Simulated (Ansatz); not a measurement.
Relaxed candidate structures of Sn2Pt:

A. Fd-3m, origin choice 1 (No. 227), cF24, cubic Laves (MgCu2 type); a = b = c = 8.203 Å, α = β = γ = 90.00°; Sn 16c (0.125, 0.125, 0.125); Pt 8b (0.500, 0.500, 0.500)

B. Fm-3m (No. 225), cF12; a = b = c = 6.4552 Å, α = β = γ = 90.00°; Sn 8c (0.250, 0.250, 0.250); Pt 4a (0.000, 0.000, 0.000)

Problem. Put the candidates in order of energy per atom, lowest first, for PBEsol (plane waves to 420 eV, PAW, scalar-relativistic; Ansatz, a first-principles code).

Solution. B (reference, the lowest of the structures calculated here), A (+1.14 eV/atom)

Each run could gain symmetry but not lose that of its start, so entries can be saddle points. From databases, or of a type measured for this composition: Fm-3m, cF12; the others are generated cells (placed on structure types, drawn at random, substituted or restacked) that were not matched to a known phase here. Static energies at zero pressure. No spin polarisation in the result.
